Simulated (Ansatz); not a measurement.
## Data sheet: YC (DFT)

YC:
```cif
data_C4Y4
_chemical_formula_sum 'C4 Y4'
_space_group_name_H-M_alt 'Fm-3m'
_space_group_IT_number 225
_space_group_name_Hall '-F 4 2 3'
_cell_length_a 5.03247
_cell_length_b 5.03247
_cell_length_c 5.03247
_cell_angle_alpha 90.000
_cell_angle_beta 90.000
_cell_angle_gamma 90.000
loop_
_atom_site_label
_atom_site_type_symbol
_atom_site_symmetry_multiplicity
_atom_site_Wyckoff_symbol
_atom_site_fract_x
_atom_site_fract_y
_atom_site_fract_z
_atom_site_occupancy
C1 C 4 a 0.00000 0.00000 0.00000 1
Y1 Y 4 b 0.50000 0.50000 0.50000 1
```
(The calculation used a cell of 2 atoms; values per cell refer to that cell.)

Space group Fm-3m (No. 225), rock salt; conventional cell a = 5.032 Å, b = 5.032 Å, c = 5.032 Å, α = 90.00°, β = 90.00°, γ = 90.00°.

Method: PBEsol (plane waves, PAW; program Ansatz). The cell and atoms are relaxed at this level. Other levels are named where they apply.

### Cell and energy

- Volume per atom: 15.93 Å³
- Density: 5.26 g/cm³
- Formation energy from the elements (no fitted shifts): -0.004 eV/atom

### Electronic structure

- Electronic character = metallic (no gap)
- Density of states at the Fermi level = 0.80 states/eV per atom (mean over ±0.08 eV)
- Gap with spin–orbit coupling = none (metallic)

### Mechanics

* **Bulk modulus (Birch–Murnaghan fit)**: 133 GPa
* **Pressure derivative B′**: 4.0
* **Elastic constants (relaxed ions, GPa)**: C11 = 249, C12 = 74.8, C44 = 56.4
* **Mechanical stability**: stable (all eigenvalues of C positive)
* **Hill bulk and shear moduli**: 133 and 67.2 GPa
* **Young's modulus**: 172 GPa
* **Poisson's ratio**: 0.28
* **Debye temperature from the elastic constants**: 471 K

### Phonons

Highest zone-centre frequency: 337 cm⁻¹
Zone-centre stability: no imaginary mode at Γ

The start of the workflow was typed in or built on a structure type; the Crystallography Open Database copy checked does not list it. Whether it is the stable phase at ambient conditions was not checked. The cell was relaxed with PBEsol under the symmetry of its start. No spin polarisation was allowed. As this level gives no gap, shear constants depend on the k-mesh and smearing (Fermi–Dirac, 0.1 eV here). As this level gives no gap, phonon frequencies hold no LO–TO term and depend on the k-mesh and smearing (Fermi–Dirac, 0.1 eV here). The references are the lowest solids computed at this level, not always the standard phases. Scalar-relativistic: spin–orbit coupling is off unless named, which matters more the heavier the elements.

Potentials: the earlier of the program's two PAW sets. The files were generated under PBE; for other functionals the program regenerates the frozen cores, and for LDA and PBEsol the local potential too.
